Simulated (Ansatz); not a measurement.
Trial structure of La2SnO, not yet relaxed:

Space group P6_3/mmc (No. 194). a = 3.551 Å, b = 3.551 Å, c = 16.197 Å, α = 90.00°, β = 90.00°, γ = 120.00°
```
atom  site  symmetry       x       y       z
  La    4f       3m. 0.6667  0.3333  0.4201
  Sn    2c      -6m2  0.6667  0.3333  0.7500
   O    2a      -3m. 0.0000  0.0000  0.0000
```

Method: Ansatz, DFT PBE, scalar-relativistic, plane waves, PAW. Cutoff 420 eV; k points 6×6×1 on the computed 8-atom cell (Γ-centred); Gaussian smearing, width 0.10 eV; no spin polarisation.

Energies over the elements count from the elements' standard structures at the same level (O₂ as a molecule), with no fitted energy shifts. The references include grey tin.

Question: How far from equilibrium is it?

Answer: The pressure is 13.3 GPa (the mean over three directions, positive in compression), the largest force is 2.45 eV/Å, and the energy is −1.46 eV/atom against the elements. The shortest distance is 2.42 Å.

Question: How much does it gain on relaxing, and where does it end?

Answer: Relaxing gains about 0.19 eV/atom (the start's value is from the coarse mesh, so the gain is rough) in 10 ionic steps and ends at −1.65 eV/atom on the finer mesh. The symmetry stays P6_3/mmc (No. 194). The volume per atom grows by 12.5 %, from 22.1 to 24.9 Å³. The shortest distance goes from 2.42 Å (La–O) to 2.60 Å (La–O). Conventional cell: a = 3.790 Å, c = 15.993 Å. La has 3 O at 2.60 Å, 3 Sn at 3.40 Å, 3 La at 3.55 Å and 6 La at 3.79 Å; Sn is surrounded by 6 La at 3.40 Å and 6 Sn at 3.79 Å; O is surrounded by 6 La at 2.60 Å.

The last run used a 12×12×4 mesh (in the run's order of axes) for its 8-atom cell and Gaussian smearing of 0.10 eV. The relaxation can't lower the symmetry of the start. A structure relaxed within its symmetry needn't be a true minimum.
